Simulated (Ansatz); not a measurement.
The start is a randomly generated symmetric cell of ZnAu (space group No. 227). The structure is fully relaxed (lattice and positions, P = 0) with PBEsol (plane waves to 420 eV, PAW, scalar-relativistic; Ansatz, a first-principles code). The first steps use a coarse 9×9×9 k-mesh.

Starting cell:
```
ZnAu
1.0
    0.00000     3.31190     3.31190
    3.31190     0.00000     3.31190
    3.31190     3.31190     0.00000
Au Zn
2 2
Direct
  0.25000   0.25000   0.25000
  0.00000   0.00000   0.00000
  0.75000   0.75000   0.75000
  0.50000   0.50000   0.50000
```

**Question.** How large is the pressure on the unrelaxed cell, and of which sign?

**Answer.** -13.6 GPa (negative: the cell is under tension).

**Question.** By how much does the energy per atom fall from start to end?

**Answer.** 0.12 eV/atom.

**Question.** Is the relaxed structure metallic? Give its gap.

**Answer.** No gap (metallic).

**Question.** What does it relax into? Give the structure.

**Answer.** 
Space group Fd-3m, origin choice 1 (No. 227); a = b = c = 6.3035 Å, α = β = γ = 90.00°

| atom | site | symmetry | x | y | z |
|---|---|---|---|---|---|
| Au | 8b | -43m | 0.5000 | 0.5000 | 0.5000 |
| Zn | 8a | -43m | 0.0000 | 0.0000 | 0.0000 |
(The calculation used a cell of 4 atoms; values per cell refer to that cell.)

The space group stays Fd-3m (No. 227) (the run could not lower it); the end is AFLOW prototype AB_cF16_227_a_b (B32, as in NaTl), with 4 atoms in the primitive cell. Final values are on a 13×13×13 k-mesh of the relaxed cell. No spin polarisation in the result.

The run could not lower the symmetry of its start; a shaken copy of this end point relaxes with PBEsol to I4₁/amd (No. 141), 0.13 eV/atom lower.

The relaxed structure here is a generated cell of ZnAu: the first start was made by a random draw of sites in a space group, and the end was not matched to a known phase here, so it may be hypothetical. Known forms of ZnAu include space group No. 221.
